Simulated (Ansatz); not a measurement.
A generator proposed this cell of SbS.

```cif
data_structure
_symmetry_space_group_name_H-M 'Pm-3m'
_symmetry_Int_Tables_number 221
_cell_length_a 3.7293
_cell_length_b 3.7293
_cell_length_c 3.7293
_cell_angle_alpha 90.000
_cell_angle_beta 90.000
_cell_angle_gamma 90.000
_cell_volume 51.87
loop_
_atom_site_label
_atom_site_type_symbol
_atom_site_symmetry_multiplicity
_atom_site_Wyckoff_symbol
_atom_site_fract_x
_atom_site_fract_y
_atom_site_fract_z
_atom_site_occupancy
Sb1 Sb 1 a 0.00000 0.00000 0.00000 1
S1 S 1 b 0.50000 0.50000 0.50000 1
```

Method: DFT PBE, scalar-relativistic, plane waves, PAW (Ansatz). Plane waves to 420 eV, a k mesh through Γ of 6×6×6 on the computed 2-atom cell and Gaussian smearing (0.10 eV); no spin polarisation.

Formation energies are uncorrected and refer to the elements' standard structures at the same level.

Problem. What does a single point on this coarse mesh give?

Solution. The pressure is -9.8 GPa (it wants to contract), the largest force is 0.00 eV/Å (symmetry fixes the atoms), and the energy is +0.37 eV/atom against the elements. The shortest distance is 3.23 Å.

Problem. How much does it gain on relaxing, and where does it end?

Solution. Relaxing gains about 0.18 eV/atom (the start's value is from the coarse mesh, so the gain is rough) in 9 ionic steps and ends at +0.19 eV/atom on the finer mesh. The symmetry stays Pm-3m (No. 221). The end has the caesium chloride type. The volume per atom shrinks by 18.4 %, from 25.9 to 21.2 Å³. The shortest distance goes from 3.23 Å (Sb–S) to 3.02 Å (Sb–S). Conventional cell: a = 3.486 Å. Sb is surrounded by 8 S at 3.02 Å and 6 Sb at 3.49 Å; S has 8 Sb at 3.02 Å and 6 S at 3.49 Å.

The last run used a 16×16×16 mesh for its 2-atom cell and Gaussian smearing of 0.10 eV. These runs have no spin–orbit coupling, which can matter for Sb. An odd number of electrons in the primitive cell allows no gap without spin; a larger cell or a magnetic state could open one. The reference form of S is held partly by dispersion forces, which this level lacks. The relaxation can't lower the symmetry of the start. Symmetry constrained the relaxation, so the result can be a saddle point.
